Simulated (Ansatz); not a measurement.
**SnTe (Fm-3m): lattice vibrations**

```xyz
2
Lattice="0.0000 3.1181 3.1181 3.1181 0.0000 3.1181 3.1181 3.1181 0.0000" Properties=species:S:1:pos:R:3 pbc="T T T"
Sn    0.0000    0.0000    0.0000
Te    3.1181    3.1181    3.1181
```

Conventional cell: a = 6.236 Å, b = 6.236 Å, c = 6.236 Å, α = 90.00°, β = 90.00°, γ = 90.00°. Sn (atom 1) has 6 Te at 3.12 Å as nearest neighbours. Te (atom 2) is surrounded by 6 Sn at 3.12 Å.

Level of theory, where no other is named: LDA, all-electron LAPW in Ansatz 0.2.0, scalar-relativistic. k mesh 10×10×10, fixed occupations, basis error target 0.5 meV/atom. The cell was relaxed by PAW under this functional.

Atoms are displaced by 0.01 Å in the smallest supercells that hold the wave vectors of a 2×2×2 mesh. Negative values stand for unstable modes. The zone centre has no LO-TO term.

Question: What are the phonon energies at the solved wave vectors, in cm⁻¹?

Answer: 

```json
{"q": "0.000 0.000 0.000", "point": "Gamma", "modes (cm⁻¹)": "22.5 (×3)"}
{"q": "0.500 0.000 0.000", "point": "L", "modes (cm⁻¹)": "81.2 (×2), 102.8 (×2), 109.4, 124.9"}
{"q": "0.500 0.500 0.000", "point": "X", "modes (cm⁻¹)": "34.7 (×2), 47.8, 81.8 (×2), 82.1"}
```

Question: Is the structure dynamically stable at these wave vectors?

Answer: Yes, no mode is unstable there; wave vectors off this mesh aren't tested.

Question: How do the optical zone-centre modes decompose, and which are active?

Answer: Point group m-3m: Γ_opt = T1u.

| label | cm⁻¹ | activity | mostly |
| --- | --- | --- | --- |
| T1u | 22.5 | IR | Sn (52 %) |

Question: How well do frozen-core PAW files reproduce these all-electron values?

Answer: With a cutoff of 420 eV and displacements of 0.0025 Å, the r.m.s. difference over the modes is 0.2 cm⁻¹; the largest difference is 22.2 (PAW) against 22.5 cm⁻¹ (LAPW).

Question: The cell is scaled evenly to 59.725 and 61.544 Å³ (from 60.634), with free atoms relaxed and the shape held. What are the mode Grüneisen parameters γ = −d ln ω/d ln V?

Answer: For the highest mode, 127.3 cm⁻¹ in the small cell and 122.6 in the large one give γ ≈ 1.25. From the change of the dynamical matrix on each mode:

| point | cm⁻¹ | γ |
| --- | --- | --- |
| L | 81.2 | 2.31 |
| L | 102.8 | 1.67 |
| L | 109.4 | 1.47 |
| L | 124.9 | 1.27 |
| X | 34.7 | 0.88 |
| X | 47.8 | 1.12 |
| X | 81.8 | 4.80 |
| X | 82.1 | 5.97 |

Question: Linear response on PAW files adds the field. What are the dielectric tensor, the Born charges and the LO shift?

Answer: ε∞ = (78.78, 78.78, 78.78) along x, y, z with local fields. Born charges (xx, yy, zz): Sn1 (7.85, 7.85, 7.85); Te2 (-7.85, -7.85, -7.85). The highest zone-centre mode lies at 22.2 cm⁻¹ without the macroscopic field and at 104.0 cm⁻¹ with it, for q along x. Lyddane-Sachs-Teller then gives ε₀ = ε∞ (ω_LO/ω_TO)² = 1734.68. With the ions free to follow the field, the program's ε₀ is (1735.09, 1735.09, 1735.09). It goes as 1/ω² of soft polar modes here, so it is very sensitive to volume and functional.

Caveats: the gap is tiny at this level, and band order or a closed gap can change these values; rock-salt SnTe distorts to a rhombohedral form at low temperature, and its gap hangs on spin-orbit coupling; the frozen-core PAW files of the compared runs were fitted under PBE, their cores solved anew for this functional; field response not resolved by the mesh; modes that are unstable or so soft that |γ| passes 8 are left out of the Grüneisen table, since γ diverges as ω goes to zero; semilocal gaps are low, and ε∞ tends to come out large.
